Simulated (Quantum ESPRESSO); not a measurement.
```cif
data_PbSe
_chemical_formula_sum 'Se1 Pb1'
_space_group_name_H-M_alt 'P 1'
_space_group_IT_number 1
_cell_length_a 4.37109
_cell_length_b 4.37109
_cell_length_c 4.37109
_cell_angle_alpha 60.000
_cell_angle_beta 60.000
_cell_angle_gamma 60.000
loop_
_space_group_symop_operation_xyz
  'x, y, z'
loop_
_atom_site_label
_atom_site_type_symbol
_atom_site_fract_x
_atom_site_fract_y
_atom_site_fract_z
_atom_site_occupancy
Se1 Se 0.50000 0.50000 0.50000 1
Pb1 Pb 0.00000 0.00000 0.00000 1
```

The geometry is that of Materials Project entry mp-2201, symmetrised and not relaxed again.

Problem. What does PBE (Quantum ESPRESSO, PseudoDojo norm-conserving, 86 Ry, no spin-orbit coupling) give for the electronic structure near the Fermi level?

Solution. The PBE gap is direct, 0.39 eV at L. Spin-orbit coupling is left out; with 6p states at a band edge it can lower the gap by many tenths of an eV, most of a small gap.
